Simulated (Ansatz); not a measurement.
The end point of a relaxation of PbS. Space group Fm-3m (No. 225), rock salt type. Computed with r2SCAN (plane waves to 500 eV, PAW, scalar-relativistic; Ansatz, a program for electronic structure).

```cif
data_PbS
_chemical_formula_sum 'S1 Pb1'
_space_group_name_H-M_alt 'P 1'
_space_group_IT_number 1
_cell_length_a 4.22478
_cell_length_b 4.22478
_cell_length_c 4.22478
_cell_angle_alpha 60.000
_cell_angle_beta 60.000
_cell_angle_gamma 60.000
loop_
_space_group_symop_operation_xyz
  'x, y, z'
loop_
_atom_site_label
_atom_site_type_symbol
_atom_site_fract_x
_atom_site_fract_y
_atom_site_fract_z
_atom_site_occupancy
S1 S 0.00000 0.00000 0.00000 1
Pb1 Pb 0.50000 0.50000 0.50000 1
```

```json
{
  "volume_per_atom": "26.66 Å³",
  "band_gap": "0.70 eV, direct at k = (0, 0, -0.5) (no spin-orbit coupling)",
  "shortest_distances": "Pb–S 2.99 Å",
  "k-mesh": "10×10×10"
}
```

Band energies at high-symmetry points (eV from the VBM; labels of this space group; no spin-orbit coupling), from −5 eV up to 1.9 eV:

```json
[
 {"point": "Γ", "energies": "-2.20 -2.20 -2.20"},
 {"point": "X", "energies": "-3.45 -3.45"},
 {"point": "U", "energies": "-4.76 -2.95 -2.46"},
 {"point": "K", "energies": "-4.76 -2.95 -2.46"},
 {"point": "L", "energies": "-1.82 -1.82 0.00 0.70"},
 {"point": "W", "energies": "-4.41 -4.41 -1.05"}
]
```

No spin polarisation in the result. Without spin-orbit coupling the bands of the heavy element are not split, so the gap can be far off.

The run could not lose the symmetry of its start.
